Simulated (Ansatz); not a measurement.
ZnS (zinc blende, space group No. 216), plane-wave PAW PBE (Ansatz code). The conduction-band minimum lies at Γ, with 1 equivalent valley. Second derivatives d²E/dk² of the lowest band at one valley (eV·Å²), along Cartesian directions:

| direction | d²E/dk² |
|---|---|
| [100] | 45.55 |
| [010] | 45.55 |
| [001] | 45.55 |
| [110] | 45.52 |
| [101] | 45.52 |
| [011] | 45.52 |

Question: Find the principal effective masses, the density-of-states mass and the conductivity mass.

Answer: Off-diagonal terms follow from H_xy = H[110] − (H_xx + H_yy)/2, and m*/mₑ = 7.620 eV·Å² over each eigenvalue: 0.17, 0.17, 0.17. One valley's DOS mass (m₁m₂m₃)^(1/3) = 0.17, conductivity mass 3/(Σ 1/mᵢ) = 0.17 mₑ.

Question: What effective density of states Nc follows at 300 K for parabolic valleys?

Answer: Nc = 2.509e19 × 1 × (0.17)^(3/2) ≈ 1.8e18 cm⁻³.

Question: With the computed static dielectric constant 9.38 (mean of the diagonal), estimate a hydrogenic donor's binding energy and radius.

Answer: E = 13.606 eV × 0.17/9.38² ≈ 26 meV; a = 0.529 Å × ε/m* ≈ 29 Å. Semilocal masses tend to be too small where the gap is.

Question: With ε∞ = 5.95 and ω_LO = 327 cm⁻¹, what Fröhlich coupling constant follows?

Answer: α = (1/ε∞ − 1/ε0) √(m* × 13.606 eV/ħω_LO) = 0.46.

Space group F-43m (zinc blende). The PBE relaxation kept the symmetry of its start; phonons on a q-mesh show no instability.

Potentials: the later of the program's two PAW sets.
